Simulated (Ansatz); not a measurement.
BaS (rock salt), relaxed with LDA (Ansatz, a program for electronic structure, plane waves, PAW): a = b = c = 6.2712 Å, α = β = γ = 90.00°.

| Item | Value |
|---|---|
| gap (eV) | 1.91 |
| ΔH_f (eV/atom) | -2.19 |
| B₀ by P(V) fit (GPa) | 50.8 |
| electron conductivity mass (mₑ) | 0.41 |

Problem. The same phase is relaxed and computed with PBE in the same code. What are the cell and these values now?

Solution. a = 6.4285 Å, b = 6.4285 Å, c = 6.4285 Å, α = 90.00°, β = 90.00°, γ = 90.00°.

gap (eV): 2.23
ΔH_f (eV/atom): -2.13
B₀ by P(V) fit (GPa): 41.7
electron conductivity mass (mₑ): 0.45

All cells were relaxed under the symmetry of their starts (and spin orders); stability against distortions was not tested throughout. Scalar-relativistic: spin–orbit coupling is off unless named, which matters more the heavier the elements.

Potentials: the later of the program's two PAW sets.

Ansatz is a plane-wave DFT program.

Formation energies count from the lowest solids of the elements computed at the same level, not from gases.
